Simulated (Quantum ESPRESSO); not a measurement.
# Ga4NO4F: input and log of a self-consistent run

Simulated, not a measurement. The program is pw.x of Quantum ESPRESSO 7.5 (plane-wave density functional theory). The cell is made up: 10 atoms on a corundum lattice, with randomly drawn elements, strain and displacements, not relaxed. PseudoDojo standard norm-conserving files (v0.5 for PBE, v0.4.1 for LDA and PBEsol) set the functional; there is no spin polarisation, spin-orbit coupling or dispersion term, and the masses in the input are unused placeholders.

Input:

```
&control calculation='scf', pseudo_dir='./dojo.nc.sr.pbe.v0_5.standard.upf', outdir='./o', disk_io='medium', tprnfor=.true., tstress=.true. /
&system ibrav=0, nat=10, ntyp=4, nbnd=50, ecutwfc=84.00895049, nosym=.true., tot_charge=0,
 occupations='smearing', smearing='fd', degauss=0.0018374661
/
&electrons conv_thr=7.350e-09, electron_maxstep=60, /
ATOMIC_SPECIES
F 1.0 F.upf
Ga 1.0 Ga.upf
N 1.0 N.upf
O 1.0 O.upf
CELL_PARAMETERS angstrom
2.524 1.3428 4.4747
-2.4784 1.3964 4.4321
0.0692 -2.9387 4.5175
ATOMIC_POSITIONS angstrom
Ga 0.0668 -0.0802 4.7033
Ga 0.0263 -0.0164 2.0066
Ga 0.1041 -0.1597 8.6645
Ga 0.1285 -0.1355 11.4019
N -0.8829 1.2511 7.8227
O -0.7349 -1.6589 7.7902
F 1.8211 -0.0667 7.8182
O 0.9901 -1.5015 5.5705
O 0.7695 1.4669 5.5999
O -1.6814 -0.2343 5.5664
K_POINTS automatic
5 5 5 1 1 1
```

The log is shortened where brackets say so; the opening notice, blank lines, dates and the lines on written files are dropped, and the path of the files is cut. It prints rydbergs, bohrs and kilobars, and counts compression as positive stress. With no partly filled state, the Fermi energy that it prints is only some level between the filled and the empty states on the mesh, and need not lie in the true gap.

```
     Program PWSCF v.7.5
     Parallel version (MPI & OpenMP), running on       1 processor cores
     Number of MPI processes:                 1
     Threads/MPI process:                     1
     [start-up lines left out]
     bravais-lattice index     =            0
     lattice parameter (alat)  =      10.0345  a.u.
     unit-cell volume          =     650.5411 (a.u.)^3
     number of atoms/cell      =           10
     number of atomic types    =            4
     number of electrons       =        88.00
     number of Kohn-Sham states=           50
     kinetic-energy cutoff     =      84.0090  Ry
     charge density cutoff     =     336.0358  Ry
     scf convergence threshold =      7.3E-09
     mixing beta               =       0.7000
     number of iterations used =            8  plain     mixing
     Exchange-correlation= PBE
                           (   1   4   3   4   0   0   0)
     [axes and pseudopotential details left out]
   Cartesian axes
     site n.     atom                  positions (alat units)
         1        Ga     tau(   1) = (   0.0125799  -0.0151034   0.8857356  )
         2        Ga     tau(   2) = (   0.0049529  -0.0030885   0.3778872  )
         3        Ga     tau(   3) = (   0.0196043  -0.0300750   1.6317173  )
         4        Ga     tau(   4) = (   0.0241994  -0.0255177   2.1472304  )
         5        N      tau(   5) = (  -0.1662696   0.2356098   1.4731877  )
         6        O      tau(   6) = (  -0.1383980  -0.3124076   1.4670672  )
         7        F      tau(   7) = (   0.3429535  -0.0125611   1.4723403  )
         8        O      tau(   8) = (   0.1864578  -0.2827657   1.0490486  )
         9        O      tau(   9) = (   0.1449139   0.2762498   1.0545852  )
        10        O      tau(  10) = (  -0.3166449  -0.0441239   1.0482764  )
     number of k points=    63  Fermi-Dirac smearing, width (Ry)=  0.0018
                       cart. coord. in units 2pi/alat
        k(    1) = (  -0.0009920   0.0017554   0.1187011), wk =   0.0320000
        k(    2) = (  -0.0042645  -0.2436599   0.1941929), wk =   0.0320000
     [further k points left out]
     Dense  grid:    67655 G-vectors     FFT dimensions: (  60,  60,  60)
     Estimated max dynamical RAM per process >     106.60 MB
     Initial potential from superposition of free atoms
     starting charge      87.9893, renormalised to      88.0000
     Starting wfcs are   60 randomized atomic wfcs
     total cpu time spent up to now is       24.1 secs
     per-process dynamical memory:    87.1 Mb
     Self-consistent Calculation
     iteration #  1     ecut=    84.01 Ry     beta= 0.70
     Davidson diagonalization with overlap
     ethr =  1.00E-02,  avg # of iterations =  2.7
     total cpu time spent up to now is       86.5 secs
     total energy              =    -813.21601904 Ry
     estimated scf accuracy    <       2.34046751 Ry
     iteration #  2     ecut=    84.01 Ry     beta= 0.70
     Davidson diagonalization with overlap
     ethr =  2.66E-03,  avg # of iterations =  3.1
     total cpu time spent up to now is      142.5 secs
     total energy              =    -813.76717127 Ry
     estimated scf accuracy    <       2.71012498 Ry
     iteration #  3     ecut=    84.01 Ry     beta= 0.70
     Davidson diagonalization with overlap
     ethr =  2.66E-03,  avg # of iterations =  2.4
     total cpu time spent up to now is      189.7 secs
     total energy              =    -814.28272186 Ry
     estimated scf accuracy    <       0.11669811 Ry
     iteration #  4     ecut=    84.01 Ry     beta= 0.70
     Davidson diagonalization with overlap
     ethr =  1.33E-04,  avg # of iterations =  3.0
     total cpu time spent up to now is      255.2 secs
     total energy              =    -814.30881928 Ry
     estimated scf accuracy    <       0.00601407 Ry
     iteration #  5     ecut=    84.01 Ry     beta= 0.70
     Davidson diagonalization with overlap
     ethr =  6.83E-06,  avg # of iterations =  7.0
     total cpu time spent up to now is      331.3 secs
     total energy              =    -814.30989409 Ry
     estimated scf accuracy    <       0.00346570 Ry
     [iterations 6 to 8 left out]
     iteration #  9     ecut=    84.01 Ry     beta= 0.70
     Davidson diagonalization with overlap
     ethr =  1.24E-08,  avg # of iterations =  2.3
     total cpu time spent up to now is      547.4 secs
     total energy              =    -814.31043116 Ry
     estimated scf accuracy    <       0.00000126 Ry
     iteration # 10     ecut=    84.01 Ry     beta= 0.70
     Davidson diagonalization with overlap
     ethr =  1.43E-09,  avg # of iterations =  2.2
     total cpu time spent up to now is      607.1 secs
     total energy              =    -814.31043127 Ry
     estimated scf accuracy    <       0.00000019 Ry
     iteration # 11     ecut=    84.01 Ry     beta= 0.70
     Davidson diagonalization with overlap
     ethr =  2.17E-10,  avg # of iterations =  2.0
     total cpu time spent up to now is      672.7 secs
     total energy              =    -814.31043132 Ry
     estimated scf accuracy    <       0.00000003 Ry
     iteration # 12     ecut=    84.01 Ry     beta= 0.70
     Davidson diagonalization with overlap
     ethr =  3.90E-11,  avg # of iterations =  2.0
     total cpu time spent up to now is      721.5 secs
     total energy              =    -814.31043133 Ry
     estimated scf accuracy    <          8.5E-09 Ry
     iteration # 13     ecut=    84.01 Ry     beta= 0.70
     Davidson diagonalization with overlap
     ethr =  9.61E-12,  avg # of iterations =  2.0
     total cpu time spent up to now is      768.7 secs
     End of self-consistent calculation
          k =-0.0010 0.0018 0.1187 (  8460 PWs)   bands (ev):
   -15.1803  -8.1581  -6.9080  -6.7585  -6.4550  -3.1438  -2.8577  -2.7856
    -2.6049  -2.5801  -2.5414  -2.5283  -2.4800  -2.4453  -2.4228  -2.3941
    -2.3576  -2.3406  -2.3095  -2.2773  -2.2461  -2.1926  -2.0845  -1.8366
    -1.5118   0.0734   1.8008   2.4210   3.5967   4.3139   4.7163   5.6301
     6.3985   6.7329   7.0924   7.5139   8.5083   8.9685   9.4803   9.8326
     9.9953  10.5443  11.0639  11.6361  13.3259  16.8253  17.0717  18.8313
    19.3560  20.1462
     [levels at the other k points left out]
     the Fermi energy is    12.7573 ev
!    total energy              =    -814.31043133 Ry
     estimated scf accuracy    <          2.2E-10 Ry
     smearing contrib. (-TS)   =      -0.00000000 Ry
     internal energy E=F+TS    =    -814.31043133 Ry
     The total energy is F=E-TS. E is the sum of the following terms:
     one-electron contribution =    -223.82582956 Ry
     hartree contribution      =     197.68914910 Ry
     xc contribution           =    -219.28527661 Ry
     ewald contribution        =    -568.88847426 Ry
     convergence has been achieved in  13 iterations
     Forces acting on atoms (cartesian axes, Ry/au):
     atom    1 type  2   force =     0.06789291    0.05442184    0.05930918
     atom    2 type  2   force =     0.07589879    0.05714037   -0.07140882
     atom    3 type  2   force =    -0.11909837    0.02050275    0.01514416
     atom    4 type  2   force =    -0.00775711   -0.14696199   -0.00225915
     atom    5 type  3   force =    -0.05203892    0.06017633   -0.04323360
     atom    6 type  4   force =     0.03852570   -0.02337193    0.03284381
     atom    7 type  1   force =    -0.03358528   -0.00040502    0.00727694
     atom    8 type  4   force =    -0.00065797   -0.03012239    0.03400915
     atom    9 type  4   force =     0.02552338    0.00281524   -0.01748781
     atom   10 type  4   force =     0.00529687    0.00580479   -0.01419388
     Total force =     0.278374     Total SCF correction =     0.000029
     Computing stress (Cartesian axis) and pressure
          total   stress  (Ry/bohr**3)                   (kbar)     P=      170.70
   0.00076624   0.00018648  -0.00029984          112.72       27.43      -44.11
   0.00018648   0.00137507   0.00049492           27.43      202.28       72.80
  -0.00029984   0.00049492   0.00133979          -44.11       72.80      197.09
     init_run     :     23.56s CPU     23.98s WALL (       1 calls)
     electrons    :    720.91s CPU    744.63s WALL (       1 calls)
     forces       :      7.12s CPU      7.20s WALL (       1 calls)
     stress       :     26.67s CPU     26.84s WALL (       1 calls)
     [timing details left out]
     PWSCF        :  12m58.56s CPU  13m23.23s WALL
     JOB DONE.
```

In other units: free energy -11079.258 eV for the cell, pressure 17.07 GPa, largest force component 3.779 eV/Å. A rerun of this cell at a cutoff of 1437 eV and k mesh 7 x 7 x 7 moved values by no more than 0.004 eV in energy, 0.02 GPa in stress and 0.002 eV/Å in force.